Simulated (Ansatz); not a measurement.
**Structures of HgRuPt3: which is lowest?**

Plane-wave DFT in Ansatz with scalar-relativistic PAW potentials, cutoff 420 eV, Γ-centred meshes chosen by cell and gap, Gaussian smearing with energies taken to zero width. Every cell was relaxed (cell and atoms) in a run of its own, within the symmetry of its start. Functional: PBE.

Relaxed structures (starts from databases or built by putting these elements on another compound's sites):
A. P4mm, 5 atoms in the computed cell, a = 4.742 Å, c = 5.513 Å; sites (symmetry × multiplicity) Hg 4mm × 1, Ru 4mm × 1, Pt 2mm. × 2 + 4mm × 1; start: built
B. Pm-3m, 5 atoms in the computed cell, a = 4.813 Å; sites (symmetry × multiplicity) Hg m-3m × 1, Ru m-3m × 1, Pt 4/mm.m × 3; start: built

Task: Rank them by energy. Could pressure change the order?

Result:
| structure | group | E − E(lowest) (meV/atom) | V (Å³/atom) | gap on mesh (eV) |
| --- | --- | --- | --- | --- |
| A | P4mm | 0.0 | 24.79 | 0.00 |
| B | Pm-3m | 361 | 22.30 | 0.00 |

A is lowest, 361 meV/atom under B. B is denser by 2.50 Å³/atom, so pressure favours it: ΔE/ΔV, with ΔE in eV and 1 eV/Å³ = 160.2 GPa, gives about 23 GPa for equal enthalpy if both cells were rigid; at such pressures compression changes ΔV much, so this is a scale only. Other structures may lie lower than all of these, and vibrations aren't counted.

Spin-orbit coupling is left out, which matters for the bands of heavy elements.